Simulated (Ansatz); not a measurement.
Here is the system:

SbPd:
```cif
data_Pd2Sb2
_chemical_formula_sum 'Sb2 Pd2'
_space_group_name_H-M_alt 'P 1'
_space_group_IT_number 1
_cell_length_a 4.05641
_cell_length_b 4.05641
_cell_length_c 5.52440
_cell_angle_alpha 90.000
_cell_angle_beta 90.000
_cell_angle_gamma 120.000
loop_
_space_group_symop_operation_xyz
  'x, y, z'
loop_
_atom_site_label
_atom_site_type_symbol
_atom_site_fract_x
_atom_site_fract_y
_atom_site_fract_z
_atom_site_occupancy
Sb1 Sb 0.33333 0.66667 0.25000 1
Sb2 Sb 0.66667 0.33333 0.75000 1
Pd1 Pd 0.00000 0.00000 0.00000 1
Pd2 Pd 0.00000 0.00000 0.50000 1
```

This is the LDA-relaxed structure.

Task: All from DFT-LDA in the program Ansatz with PAW potentials, unless another level is named. Estimate the electronic character.

Result: metallic (no gap).

Task: Give the density of states at the Fermi level.

Result: 0.43 states/eV per atom (mean over ±0.08 eV).

Task: And the formation energy from the elements (no fitted shifts)?

Result: -0.46 eV/atom.

Space group P6_3/mmc (NiAs type). The workflow started from a Materials Project entry (that database holds measured and hypothetical structures alike); the Crystallography Open Database files this formula in space group No. 194, but the cells were not matched. Whether it is the stable phase at ambient conditions was not checked. The cell was relaxed with LDA under the symmetry of its start; whether a distortion lowers the energy is not shown. No spin polarisation was allowed. The references are the lowest solids computed at this level, not always the standard phases. Scalar-relativistic: spin–orbit coupling is off unless named, which matters more the heavier the elements.

Potentials: the later of the program's two PAW sets.
